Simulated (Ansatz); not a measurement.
InGa2As3, ordered on the zincblende lattice (P3m1) with 6 atoms a cell, relaxed with r2SCAN. Space group P3m1 (No. 156), trigonal; a = 4.112 Å, c = 10.095 Å in the conventional setting, 24.63 Å³ an atom. Ga is surrounded by 4 As at 2.44–2.50 Å; Ga is surrounded by 4 As at 2.46–2.50 Å; In is surrounded by 4 As at 2.58–2.64 Å; As is surrounded by 4 Ga at 2.46–2.50 Å; As is surrounded by 3 Ga at 2.50 Å and 1 In at 2.64 Å; As is surrounded by 1 Ga at 2.44 Å and 3 In at 2.58 Å.

The questions ask for values computed with Ansatz 0.2.0 on this geometry. No magnetic order and no zero-point or thermal motion; the cell was built from a prototype and may be hypothetical.

Given (12×12×4 mesh): PBE gives a gap of zero: filled and empty bands touch at Γ.

Question: Estimate the gap with PBE+SOC on 12×12×4.

Answer: With PBE+SOC the valence top lies at Γ–A (0.50 of the way from Γ) and the conduction bottom at Γ, 0.08 eV higher; the smallest vertical gap, at Γ, is 0.11 eV. (With 0.02 eV of smearing so small a gap leaves both edges partly filled, and it could close between the points sampled.)

Question: What does r2SCAN give for the gap (12×12×4 mesh)?

Answer: With r2SCAN the gap is 0.30 eV and direct, at Γ.

Question: How does the gap change from PBE to HSE06 (6×6×2)?

Answer: HSE06 gives a direct gap of 0.65 eV at Γ.

Only the levels marked +SOC include spin-orbit coupling.

The meshes of the hybrids are coarse, so their gaps aren't converged to the digits shown.

Small gaps with spin-orbit coupling can be splittings of inverted bands, not the fundamental gap; semilocal functionals often invert bands that the real crystal keeps in order.

Gaps under 0.1 eV (PBE+SOC) can't be told from a closed one: the bands may be in normal order or already inverted, which a gap's size doesn't show.
